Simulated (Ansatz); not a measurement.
The elements of this relaxed trial crystal are hidden behind letters.

```
lattice vectors (Å)
   4.9576    0.0000    0.0000
   0.0000    4.9576    0.0000
   0.0000    0.0000    4.5744
fractional positions
X 0.5000 0.5000 0.7198
Z 0.0000 0.0000 0.8751
Q 0.7522 0.7522 0.2240
Q 0.2478 0.2478 0.2240
Q 0.2478 0.7522 0.2240
Q 0.7522 0.2478 0.2240
```

The calculation used DFT PBE, scalar-relativistic, plane waves, PAW (Ansatz 0.2.0). The final run on the 6-atom cell used 420 eV, a Γ-centred 8×8×8 mesh, 0.10 eV smearing and no spin polarisation.

- Space group: P4mm (No. 99)
- Conventional cell: a = 4.958 Å, c = 4.574 Å
- Volume per atom: 18.74 Å³
- Density: 4.38 g/cm³
- Energy over the elements: +0.25 eV/atom
- Gap on the 8×8×8 mesh of the 6-atom cell: 0 eV (a metal)

Energies are uncorrected and count from the elements' standard states at the same level.

**Question.** X is a lanthanide, Z is an s-block element of period 2 and Q is a p-block element of period 3. Which elements are they?

**Answer.** X = Lu, Z = Be, Q = Si, so the formula is LuBeSi4. Density times volume gives a mean mass of 4.38 × 18.74/1.6605 = 49.4 u per atom, and this set has 49.4 u. Lu is surrounded by 8 Si at 2.88–2.91 Å and 4 Be at 3.58 Å; Be has 4 Si at 2.36 Å, 4 Si at 3.45 Å and 4 Lu at 3.58 Å; Si has 1 Be at 2.36 Å, 4 Si at 2.46–2.50 Å and 2 Lu at 2.88–2.91 Å. Other sets within the hints have nearly the same mass, so mass alone doesn't settle it; this one was computed.

The cell is a metal run without spin; a magnetic state may lie lower. Symmetry constrained the relaxation, so the result can be a saddle point. Another cell of LuBeSi4 relaxed alike, in P4/mmm, lies 296 meV/atom lower, so this cell isn't the stable form at this level.
